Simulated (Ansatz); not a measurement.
## HfO$_{2}$: computed property card

HfO2:
```
CELL_PARAMETERS angstrom
      4.83987     0.00000     0.00000
      0.00000     4.83987     0.00000
      0.00000     0.00000     3.22453
ATOMIC_POSITIONS crystal
  Hf 0.00000 0.00000 0.00000
  Hf 0.50000 0.50000 0.50000
  O  0.19448 0.80552 0.50000
  O  0.80552 0.19448 0.50000
  O  0.69448 0.69448 0.00000
  O  0.30552 0.30552 0.00000
```

Space group P4_2/mnm (No. 136), rutile; conventional cell a = 4.840 Å, b = 4.840 Å, c = 3.225 Å, α = 90.00°, β = 90.00°, γ = 90.00°.

Method: HSE06 in the plane-wave PAW code Ansatz. Structure relaxed to zero pressure with the same functional. Other levels are named where they apply.

### Cell and energy

| Property | Value |
|---|---|
| Volume per atom | 12.59 Å³ |
| Density | 9.25 g/cm³ |

### Electronic structure

| Quantity | Value |
|---|---|
| Band gap | 5.65 eV (direct) |
| Valence-band maximum | at Γ |
| Conduction-band minimum | at Γ |
| Gap with spin–orbit coupling | 5.65 eV (at the special points and the edges found without it) |

### Mechanics

| Quantity | Result |
|---|---|
| Bulk modulus (Birch–Murnaghan fit) | 221 GPa |
| Pressure derivative B′ | 4.5 |

### Charges

| Item | Value |
|---|---|
| Bader charges | Hf +2.80, O -1.40 e |

The workflow started from a Materials Project entry (that database holds measured and hypothetical structures alike); the Crystallography Open Database copy checked does not list it. It is not the phase usual at ambient conditions (space group No. 14, 29). Symmetry was held in the HSE06 relaxation; whether a distortion lowers the energy is not shown. The run is not spin-polarised. The hybrid was solved on a coarse mesh, the path and, where they were found, the r²SCAN edge points; its band edges are the extreme levels among these. Spin–orbit coupling is left out wherever it is not named.

Potentials: the earlier of the program's two PAW sets.
